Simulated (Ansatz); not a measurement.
Data:

Cu₃Au (Cu3Au type)

Space group Pm-3m (No. 221); a = b = c = 3.781 Å, α = β = γ = 90.00°

```
atom  site  symmetry       x       y       z
----  ----  --------  ------  ------  ------
Cu      3c    4/mm.m  0.0000  0.5000  0.5000
Au      1a      m-3m  0.0000  0.0000  0.0000
```

E(V) scan at fixed shape, V₀ the volume above. Symmetry pins the atoms to their sites.

Method: PBE (plane waves to 420 eV, PAW, scalar-relativistic; Ansatz, a first-principles code). k mesh 12×12×12 (Γ-centred), Fermi-Dirac smearing 0.05 eV. E stands for the smeared free energy. Stress and pressure are positive under compression. Cu3Au is run without spin polarisation. Cu3Au was relaxed with its symmetry unable to fall. Spin-orbit coupling is left out, though Au is heavy. The zero of ΔE is the relaxed starting cell.

The scan covers V/V₀ from 0.900 to 1.100 in 13 points.

Q: What is the fitted pressure derivative B₀′?

A: 5.3.

Q: What bulk modulus B₀ follows from a third-order Birch-Murnaghan fit?

A: 142 GPa.

(Under strain, the slope of the energy per volume gives the stress and its curvature an elastic modulus.)
